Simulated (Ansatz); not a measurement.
**SnO: stiffness from a series of strains**

```
CELL_PARAMETERS angstrom
3.80200 0.00000 0.00000
0.00000 3.80200 0.00000
0.00000 0.00000 4.83600
ATOMIC_POSITIONS crystal
Sn 0.00000 0.50000 0.23850
Sn 0.50000 0.00000 0.76150
O 0.00000 0.00000 0.00000
O 0.50000 0.50000 0.00000
```

Atom numbers follow the list: Sn1, Sn2, O3, O4.

The geometry is COD entry 9008956, unchecked; take it as a test cell.

Spin–orbit coupling is left out, though it moves levels of the heavy atoms by tenths of an eV or more.

Method: Ansatz 0.2.0, DFT, LDA, all-electron LAPW, scalar-relativistic.

Numerical set-up: a Γ-centred 6×6×5 k mesh, Fermi–Dirac smearing of 0.02 eV, basis error target 0.5 meV/atom, no spin polarisation.

The strain is applied along the Cartesian axes of the cell as listed (the other components stay zero). Fractional coordinates are held (clamped ions).

σ is the change of stress from the unstrained cell, which is at -2.85 GPa; tension is positive, so slopes are stress–strain coefficients at that pressure.

Only quantities that a quadratic follows smoothly over the whole series are listed; rougher ones are left out.

```csv
εzz,σzz (GPa),σxx (GPa)
-0.0200,-2.29,-1.25
-0.0100,-1.14,-0.61
0.0000,0.00,0.00
0.0200,2.22,1.10
```

**Question.** Fit the series and read off the stiffness at zero strain.

**Answer.** Least-squares fits y = p0 + p1 x + p2 x² to the rows give σzz (GPa): p1 = 113, p2 = -84; σxx (GPa): p1 = 58.8, p2 = -180. So C33 = 113 GPa and C13 = 59 GPa, for these axes.

**Question.** One run, at εzz = 0.0100, is withheld. Predict its row.

**Answer.** The fits give 1.12, 0.57; the run gave 1.12, 0.57.
